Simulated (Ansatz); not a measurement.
Input:

InGaP2:
```
InGaP2
1.0
    2.00688     1.15867     6.58749
   -2.00688     1.15867     6.58749
    0.00000    -2.31734     6.58749
In Ga P
1 1 2
Direct
  0.49940   0.49940   0.49940
  0.99976   0.99976   0.99976
  0.88070   0.88070   0.88070
  0.37015   0.37015   0.37015
```

This is the r²SCAN-relaxed structure. Tensor components refer to the Cartesian frame of this cell.

### Question
All from r²SCAN in the plane-wave PAW code Ansatz, unless another level is named. Predict the Debye temperature from the elastic constants.

### Answer
361 K.

### Question
Predict the piezoelectric stress constants (proper, relaxed ions, C/m²).

### Answer
e15 = e24 = -0.04, e16 = e21 = e33 = 0.09, e22 = -0.09.

Space group R3m. The first step of the workflow began from a Materials Project structure, measured or hypothetical; the Crystallography Open Database copy checked does not list it. With In and Ga taken as one species the cell has the higher symmetry F-43m, so it may be an ordered model of a mixed-site phase. Whether it is the stable phase at ambient conditions was not checked. The cell was relaxed with r²SCAN under the symmetry of its start; of distortions, only those at the zone centre were tested. Scalar-relativistic: spin–orbit coupling is off unless named, which matters more the heavier the elements.

Potentials: the later of the program's two PAW sets.
